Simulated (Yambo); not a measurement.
Yambo run on CdTe (zinc blende, space group F-43m, No. 216). The wavefunctions are PBE (stringent potentials; pw.x of Quantum ESPRESSO, ONCV potentials, without SOC) ones on a 4×4×4 mesh (22 occupied bands); a = b = c = 4.5885 Å, α = β = γ = 60.00°.

Yambo input:

```
rim_cut
gw0
dyson
el_el_corr
HF_and_locXC
ppa
em1d
RandQpts= 1000000
RandGvec= 1 Ry
EXXRLvcs= 120 Ry
VXCRLvcs= 480 Ry
Chimod= "HARTREE"
% BndsRnXp
 9 | 313 |
%
NGsBlkXp= 15 Ry
% LongDrXp
 1.0 | 1.0 | 1.0 |
%
PPAPntXp= 27.2114 eV
% GbndRnge
 1 | 313 |
%
GTermKind= "none"
DysSolver= "n"
ExtendOut
% QPkrange
 1 | 1 | 22 | 23 |
%
```

k points by index: 1 = Γ.

Table of the .qp output:

```
#    K-point    Band    Eo [eV]    E [eV]    E-Eo [eV]    Vxc [eV]    Vnlxc [eV]    Sc|Eo [eV]    Sc|E [eV]    dSc/dw|Eo [eV]    Re(Z)    Im(Z)
#
    1    22    0.000000    -0.717914    -0.717914    -14.39994    -16.37228    1.071731    1.254429    -6.924030    0.797157    -0.001394
    1    23    0.759460    0.864277    0.104817    -11.97034    -8.183621    -3.657172    -3.681904    -6.414343    0.809241    -0.001352
```
(The two width columns are left out.) Convergence of these settings isn't established.

Geometry relaxed with PBEsol.
